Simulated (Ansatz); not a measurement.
Computed with Ansatz 0.2.0, DFT PBE, scalar-relativistic, plane waves, PAW. Settings: cutoff 420 eV, Γ-centred meshes spaced at most about 0.3 Å⁻¹, and about 0.25 Å⁻¹ or finer for metals (2π included), Gaussian smearing. No spin polarisation in the final relaxations.

Temperature and zero-point effects are left out. All come from trial cells, and lower structures may exist.

Question: Order these relaxed structures of Zr₂AlN₃ by energy, lowest first, with the energy over the lowest of them.
A.

```cif
data_structure
_symmetry_space_group_name_H-M 'P3m1'
_symmetry_Int_Tables_number 156
_cell_length_a 3.3886
_cell_length_b 3.3886
_cell_length_c 8.3723
_cell_angle_alpha 90.000
_cell_angle_beta 90.000
_cell_angle_gamma 120.000
_cell_volume 83.26
loop_
_atom_site_label
_atom_site_type_symbol
_atom_site_symmetry_multiplicity
_atom_site_Wyckoff_symbol
_atom_site_fract_x
_atom_site_fract_y
_atom_site_fract_z
_atom_site_occupancy
Zr1 Zr 1 b 0.33333 0.66667 0.01251 1
Zr2 Zr 1 c 0.66667 0.33333 0.66096 1
Al1 Al 1 a 0.00000 0.00000 0.32851 1
N1 N 1 c 0.66667 0.33333 0.91424 1
N2 N 1 a 0.00000 0.00000 0.56010 1
N3 N 1 b 0.33333 0.66667 0.27367 1
```

B.

```cif
data_structure
_symmetry_space_group_name_H-M 'I4/mmm'
_symmetry_Int_Tables_number 139
_cell_length_a 3.1608
_cell_length_b 3.1608
_cell_length_c 13.4140
_cell_angle_alpha 90.000
_cell_angle_beta 90.000
_cell_angle_gamma 90.000
_cell_volume 134.01
loop_
_atom_site_label
_atom_site_type_symbol
_atom_site_symmetry_multiplicity
_atom_site_Wyckoff_symbol
_atom_site_fract_x
_atom_site_fract_y
_atom_site_fract_z
_atom_site_occupancy
Zr1 Zr 4 e 0.50000 0.50000 0.33341 1
Al1 Al 2 b 0.50000 0.50000 0.00000 1
N1 N 2 a 0.00000 0.00000 0.00000 1
N2 N 4 e 0.50000 0.50000 0.15076 1
```

C.

```cif
data_structure
_symmetry_space_group_name_H-M 'P-3m1'
_symmetry_Int_Tables_number 164
_cell_length_a 3.1354
_cell_length_b 3.1354
_cell_length_c 7.7812
_cell_angle_alpha 90.000
_cell_angle_beta 90.000
_cell_angle_gamma 120.000
_cell_volume 66.25
loop_
_atom_site_label
_atom_site_type_symbol
_atom_site_symmetry_multiplicity
_atom_site_Wyckoff_symbol
_atom_site_fract_x
_atom_site_fract_y
_atom_site_fract_z
_atom_site_occupancy
Zr1 Zr 2 d 0.33333 0.66667 0.16802 1
Al1 Al 1 b 0.00000 0.00000 0.50000 1
N1 N 2 d 0.33333 0.66667 0.64369 1
N2 N 1 a 0.00000 0.00000 0.00000 1
```

D.

```cif
data_structure
_symmetry_space_group_name_H-M 'P6_3/mmc'
_symmetry_Int_Tables_number 194
_cell_length_a 3.0936
_cell_length_b 3.0936
_cell_length_c 16.2309
_cell_angle_alpha 90.000
_cell_angle_beta 90.000
_cell_angle_gamma 120.000
_cell_volume 134.53
loop_
_atom_site_label
_atom_site_type_symbol
_atom_site_symmetry_multiplicity
_atom_site_Wyckoff_symbol
_atom_site_fract_x
_atom_site_fract_y
_atom_site_fract_z
_atom_site_occupancy
Zr1 Zr 4 f 0.33333 0.66667 0.08383 1
Al1 Al 2 d 0.33333 0.66667 0.75000 1
N1 N 2 a 0.00000 0.00000 0.00000 1
N2 N 4 e 0.00000 0.00000 0.32649 1
```

Answer: C (0 meV/atom), B (29 meV/atom), D (175 meV/atom), A (204 meV/atom). Forms: C Zr and Al ordered on rock salt sites, P-3m1; B Zr and Al ordered on rock salt sites, I4/mmm; D P6_3/mmc; A Zr and Al ordered on zinc blende sites, P3m1. Counting N atoms around Al and Zr (those within 1.25 times the shortest such distance or 1.15 times the sum of covalent radii; a plus sign parts nearer from farther groups): C has Zr 6, Al 6; B has Zr 5+1, Al 2+4; D has Zr 6, Al 6; A has Zr 4, Al 4.

Cells relaxed within their symmetry can be saddle points. Some types were kept out of the candidates beforehand, so the set may lack a known form.
